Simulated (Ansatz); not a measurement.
Input:

Rh:
```yaml
crystal:
  lattice:
    - [0.00000, 1.89009, 1.89009]
    - [1.89009, 0.00000, 1.89009]
    - [1.89009, 1.89009, 0.00000]
  atoms:
    - { symbol: Rh, position: [0.00000, 0.00000, 0.00000] }
```

This is the PBEsol-relaxed structure.

**Question.** All from PBEsol in the plane-wave PAW code Ansatz, unless another level is named. Predict the density of states at the Fermi level.

**Answer.** 1.2 states/eV per atom (mean over ±0.08 eV).

**Question.** Next, the gap with spin–orbit coupling?

**Answer.** none (metallic).

Space group Fm-3m (fcc (Cu type)). Symmetry was held in the PBEsol relaxation. The run is not spin-polarised. Scalar-relativistic: spin–orbit coupling is off unless named, which matters more the heavier the elements.

Potentials: the earlier of the program's two PAW sets.
